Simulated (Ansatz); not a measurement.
BN:
```
BN
1.0
    2.54332     0.00000     0.00000
   -1.27166     2.20258     0.00000
    0.00000     0.00000     4.20679
B N
2 2
Cartesian
  1.27166   0.73419   4.20594
  0.00000   1.46839   2.10254
  1.27166   0.73419   2.63011
  0.00000   1.46839   0.52671
```

Tensor components refer to the Cartesian frame of this cell.

**Question.** Give the high-frequency dielectric tensor and the Born effective charge tensors of the independent atoms from DFPT, r²SCAN (plane waves, PAW; program Ansatz).

**Answer.** 
ε∞:
```
4.41  0.00  0.00
0.00  4.41  0.00
0.00  0.00  4.57
```
Z* of atom 1 (B), rows: field, columns: displacement, in e:
```
1.92  0.00  0.00
0.00  1.92  0.00
0.00  0.00  2.02
```
Z* of atom 3 (N), rows: field, columns: displacement, in e:
```
-1.92   0.00   0.00
 0.00  -1.92   0.00
 0.00   0.00  -2.02
```

Static charges for comparison (Bader): B1 +2.25, N3 -2.25 e. Born charges measure polarisation by displacement and can exceed these by far.

Space group P6_3mc (wurtzite). The r²SCAN relaxation kept the symmetry of its start.

Potentials: the earlier of the program's two PAW sets. The files were generated under PBE; for other functionals the program regenerates the frozen cores, and for LDA and PBEsol the local potential too.
